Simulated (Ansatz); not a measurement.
Surface calculation: fcc Ag (111), 1 layer

The slab is cut from the fcc crystal, the stable phase, as relaxed on PAW files (17.83 Å³/atom), with 16 Å of vacuum and a dipole correction:

```xyz
1
Lattice="2.9323 0.0000 0.0000 -1.4661 2.5394 0.0000 0.0000 0.0000 16.0000" Properties=species:S:1:pos:R:3 pbc="T T T"
Ag    0.0000    0.0000    8.0000
```

All numbers are PBE results (scalar-relativistic) from Ansatz 0.2.0, with a Γ-centred 14×14×1 k mesh, Fermi–Dirac smearing of 0.05 eV, no spin polarisation. Methods: LAPW: all electrons, basis error target 1 meV/atom; PAW: frozen-core files, cutoff 420 eV.

The bulk energy comes from a cell in the slab's orientation on a 14×14×5 mesh. The surface energy is (E(slab) − N·E(bulk))/2A at zero smearing, the mean of both faces; thin slabs carry quantum-size effects.

Q: As cut, the LAPW slab lies 0.561 eV above 1 atom of bulk. What surface energy is that?

A: Over two faces of 7.45 Å² it is 37.7 meV/Å², and times 16.02 J/m² per eV/Å² that gives γ = 0.604 J/m².

```json
{"method": "LAPW", "γ as cut (J/m²)": "0.604", "Φ as cut (eV)": "4.47"}
{"method": "PAW", "γ as cut (J/m²)": "0.604", "Φ as cut (eV)": "4.48"}
```

Q: What changes if relativity is switched off, at the same positions?

A: LAPW then gives: no gap, work function 4.11 eV.

Q: What changes if the vacuum is set to 7 Å?

A: LAPW then gives: no gap, work function 4.57 eV; PAW: no gap, work function 4.50 (top) and 4.52 (bottom) eV. The program warns that the vacuum is too thin.
